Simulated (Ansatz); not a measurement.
# CsFe₂As₂: do energies and stresses tell the same story?

Method: DFT PBEsol, scalar-relativistic, plane waves, PAW in Ansatz.

Plane waves to 420 eV, a k mesh through Γ of 14×14×14 on the computed 5-atom cell and Gaussian smearing (0.10 eV); collinear spin from starting moments 0 0.95 0.95 0 0 μB.

Relaxed cell: I4/mmm, a = 3.701 Å, b = 3.701 Å, c = 15.168 Å, α = 90.00°, β = 90.00°, γ = 90.00°, 5 atoms in the primitive cell. Whether it is the stable form of this composition wasn't checked.

Energies at zero smearing and pressures from the stress tensor, at volumes with shape and atoms relaxed:
```json
{"V (Å³/atom)": "19.525", "E − E(first) (meV/atom)": "0.00", "P (GPa)": "3.76"}
{"V (Å³/atom)": "20.148", "E − E(first) (meV/atom)": "-10.51", "P (GPa)": "1.70"}
{"V (Å³/atom)": "20.771", "E − E(first) (meV/atom)": "-13.72", "P (GPa)": "-0.01"}
{"V (Å³/atom)": "21.394", "E − E(first) (meV/atom)": "-10.86", "P (GPa)": "-1.41"}
{"V (Å³/atom)": "22.017", "E − E(first) (meV/atom)": "-3.02", "P (GPa)": "-2.56"}
```

Q: Check P = −dE/dV between neighbouring volumes, and get the bulk modulus from the pressures alone.

A: With 1 eV/Å³ = 160.2 GPa:
```csv
middle V (Å³/atom),−ΔE/ΔV (GPa),mean P (GPa)
19.836,2.702,2.731
20.459,0.825,0.848
21.082,-0.734,-0.707
21.706,-2.018,-1.981
```

The two differ by 0.04 GPa at most. The mean of two end pressures misses the average over a step by about ΔV² P″/12, up to 0.03 GPa here; with that taken off 0.02 GPa remains. Around V = 20.771 Å³/atom, the two neighbours give B = −V ΔP/ΔV = 20.771 × 3.11 / 1.246 = 51.8 GPa, against B0 = 51.7 GPa from the Birch–Murnaghan fit of the energies.

Spin-orbit coupling is left out, which matters for the bands of heavy elements. Only parallel moments were tried here.

Only this magnetic start was tried.